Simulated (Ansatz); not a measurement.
Relaxed-ion elastic tensor of AlNi3 (Cu3Au type, Pm-3m) in GPa (Voigt order), the program Ansatz at the PBE level (PAW); density 7.43 g/cm³, 11.34 Å³ per atom.

```
239  152  152  0.0  0.0  0.0
152  239  152  0.0  0.0  0.0
152  152  239  0.0  0.0  0.0
0.0  0.0  0.0  129  0.0  0.0
0.0  0.0  0.0  0.0  129  0.0
0.0  0.0  0.0  0.0  0.0  129
```

**Question.** Is the crystal mechanically stable?

**Answer.** Yes: the smallest eigenvalue of C is 87.2 GPa.

**Question.** Work out the Voigt, Reuss and Hill averages.

**Answer.** K_V = 181, K_R = 181, K_H = 181; G_V = 94.7, G_R = 72.3, G_H = 83.5 GPa.

**Question.** Give Young's modulus, Poisson's ratio, Pugh's ratio and the universal anisotropy index.

**Answer.** E = 9KG/(3K + G) = 217 GPa; ν = 0.30; K/G = 2.17 (ductile by the Pugh limit of 1.75); A_U = 5G_V/G_R + K_V/K_R − 6 = 1.55.

**Question.** Estimate the sound speeds and the Debye temperature.

**Answer.** v_l = √((K + 4G/3)/ρ) = 6270 m/s, v_t = √(G/ρ) = 3350 m/s, mean 3740 m/s; Θ = (h/k)(3n/4πV)^(1/3) v_m = 496 K.

**Question.** Give the Zener ratio and Young's modulus along [100], [110] and [111].

**Answer.** A = 2C44/(C11 − C12) = 2.96; 1/E = S11 − 2(S11 − S12 − S44/2)Γ with Γ = 0, 1/4, 1/3 gives 121, 224, 312 GPa.

The cell was relaxed with PBE under the symmetry of its start. The final state is ferromagnetic, the only order run, not a proven ground state. As this level gives no gap, shear constants depend on the k-mesh and smearing (Fermi–Dirac, 0.1 eV here).

Potentials: the later of the program's two PAW sets.
